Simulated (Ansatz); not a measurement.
SrO:
```xyz
2
Lattice="0.0000 2.5801 2.5801 2.5801 0.0000 2.5801 2.5801 2.5801 0.0000" Properties=species:S:1:pos:R:3 pbc="T T T"
Sr     2.5801     2.5801     2.5801
O      0.0000     0.0000     0.0000
```

Cartesian axes are those of the cell as given.

### Question
Give the high-frequency dielectric tensor and the Born effective charge tensors of the independent atoms from DFPT, r²SCAN (plane waves, PAW; program Ansatz).

### Answer

ε∞:
```
3.52  0.00  0.00
0.00  3.52  0.00
0.00  0.00  3.52
```
Z* of atom 1 (Sr), rows: field, columns: displacement, in e:
```
2.41  0.00  0.00
0.00  2.41  0.00
0.00  0.00  2.41
```
Z* of atom 2 (O), rows: field, columns: displacement, in e:
```
-2.41   0.00   0.00
 0.00  -2.41   0.00
 0.00   0.00  -2.41
```

Static charges for comparison (Bader): Sr1 +1.53, O2 -1.53 e. Born charges measure polarisation by displacement and can exceed these by far.

Space group Fm-3m (rock salt). The cell was relaxed with r²SCAN under the symmetry of its start; phonons on a q-mesh show no instability. Spin–orbit coupling is left out wherever it is not named.

Potentials: the earlier of the program's two PAW sets.
